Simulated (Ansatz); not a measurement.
GaPt:
```yaml
crystal:
  lattice:
    - [4.90264, 0.00000, 0.00000]
    - [0.00000, 4.90264, 0.00000]
    - [0.00000, 0.00000, 4.90264]
  atoms:
    - { symbol: Ga, position: [0.09320, 0.09320, 0.09320] }
    - { symbol: Ga, position: [0.40680, 0.90680, 0.59320] }
    - { symbol: Ga, position: [0.59320, 0.40680, 0.90680] }
    - { symbol: Ga, position: [0.90680, 0.59320, 0.40680] }
    - { symbol: Pt, position: [0.39799, 0.39799, 0.39799] }
    - { symbol: Pt, position: [0.10201, 0.60201, 0.89799] }
    - { symbol: Pt, position: [0.89799, 0.10201, 0.60201] }
    - { symbol: Pt, position: [0.60201, 0.89799, 0.10201] }
```

Relaxed with PBEsol. Special points in fractions of this cell's reciprocal vectors: Γ (0.000, 0.000, 0.000); X (0.000, 0.500, 0.000); M (0.500, 0.500, 0.000); R (0.500, 0.500, 0.500); X1 (0.500, 0.000, 0.000).

List the band energies nearest the Fermi level at these points for PBEsol (plane waves, PAW; program Ansatz).

In eV from the Fermi level; about four levels below and three above (degenerate sets whole), none deeper than 8.9 eV; points with the same levels are listed once.

```
k                                below                above
-  -----------------------------------  -------------------
Γ  -1.47 -1.47 -1.47 -0.19 -0.19 -0.19       3.27 3.27 3.27
X              -1.46 -1.46 -0.66 -0.66  1.32 1.32 2.00 2.00
M              -2.34 -2.34 -2.05 -2.05  0.36 0.36 0.84 0.84
R              -0.83 -0.83 -0.83 -0.83  5.60 5.60 5.60 5.60
```

Space group P2_13. The first step of the workflow began from a Materials Project structure, measured or hypothetical; the Crystallography Open Database copy checked does not list it. With Ga and Pt taken as one species the cell has the higher symmetry Pa-3, so it may be an ordered model of a mixed-site phase. Its standing as an ambient phase is unchecked. The cell was relaxed with PBEsol under the symmetry of its start; of distortions, only those at the zone centre were tested. The run is not spin-polarised. Scalar-relativistic: spin–orbit coupling is off unless named, which matters more the heavier the elements.

Potentials: the later of the program's two PAW sets.
